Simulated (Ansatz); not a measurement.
In the program Ansatz at the r²SCAN level (PAW), Pt in the trigonal phase (R-3m; Pt on 6c, Pt on 6c, Pt on 6c) relaxes to a = 2.767 Å, c = 41.587 Å. Pt on 6c has 12 nearest neighbours from 2.77 Å (cuboctahedral); Pt on 6c has 12 nearest neighbours from 2.77 Å (cuboctahedral); Pt on 6c has 12 nearest neighbours from 2.77 Å (anticuboctahedral).

Electronic character: metallic (no gap).

The start of the workflow was typed in or built on a structure type; neither database checked (COD, Materials Project) lists it. It is not the phase usual at ambient conditions (space group No. 225). The cell was relaxed with r²SCAN under the symmetry of its start; whether a distortion lowers the energy is not shown. No spin polarisation was allowed. Axis ratios of metals converge slowly with the k-mesh, so a and c are less sure than the volume. Spin–orbit coupling is left out wherever it is not named.

Potentials: the earlier of the program's two PAW sets.
